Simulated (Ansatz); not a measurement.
The start is a generated cell, AlNi built in the CuPt structure type. The cell and all atomic positions are relaxed at zero pressure with r2SCAN (plane waves to 500 eV, PAW, scalar-relativistic; Ansatz, an electronic-structure program). The first steps use a coarse 14×14×14 k-mesh.

Initial structure:
```
CELL_PARAMETERS angstrom
      1.33901     0.77308     4.27821
     -1.33901     0.77308     4.27821
      0.00000    -1.54615     4.27821
ATOMIC_POSITIONS crystal
  Al 0.00000 0.00000 0.00000
  Ni 0.50000 0.50000 0.50000
```
Spin-polarised start, with parallel moments on Ni.

| Quantity | Value |
|---|---|
| Initial pressure | -11.6 GPa (negative: the cell is under tension) |
| Outcome | The space group stays R-3m (No. 166) (the run could not lower it); the end is AFLOW prototype AB_hR2_166_a_b (L1_1, as in CuPt), with 2 atoms in the primitive cell |
| Energy released | 0.11 eV/atom |
| Volume change | -8.1 %, from 13.29 to 12.20 Å³/atom |
| Shortest distances (start → end) | The closest pairs of elements (up to four, under 3.6 Å), start → end: Al–Ni 2.64 → 2.49 Å; Al–Al 2.68 → 2.70 Å; Ni–Ni 2.68 → 2.70 Å |
| Moments at the end | zero (the starting moments vanished) |
| Optimiser moves | 6 |

Final structure:

```cif
data_Al3Ni3
_chemical_formula_sum 'Al3 Ni3'
_space_group_name_H-M_alt 'R-3m :H'
_space_group_IT_number 166
_space_group_name_Hall '-R 3 2"'
_cell_length_a 2.69627
_cell_length_b 2.69627
_cell_length_c 11.63024
_cell_angle_alpha 90.000
_cell_angle_beta 90.000
_cell_angle_gamma 120.000
loop_
_atom_site_label
_atom_site_type_symbol
_atom_site_symmetry_multiplicity
_atom_site_Wyckoff_symbol
_atom_site_fract_x
_atom_site_fract_y
_atom_site_fract_z
_atom_site_occupancy
Al1 Al 3 a 0.00000 0.00000 0.00000 1
Ni1 Ni 3 b 0.00000 0.00000 0.50000 1
```
(The calculation used a cell of 2 atoms; values per cell refer to that cell.)

Final values are on a 20×20×20 k-mesh of the relaxed cell. No spin polarisation in the result: the starting moments vanished. A magnetic state may lie lower.

The run could not lose the symmetry of its start; a randomly shaken copy of 4 atoms returns to this structure.

All atoms sit on sites fixed by symmetry, so only the cell could relax.

The relaxed structure here is a generated cell of AlNi: the first start was made by placing the elements on the sites of a structure type, and the end was not matched to a known phase here, so it may be hypothetical. Known forms of AlNi include space group No. 221.
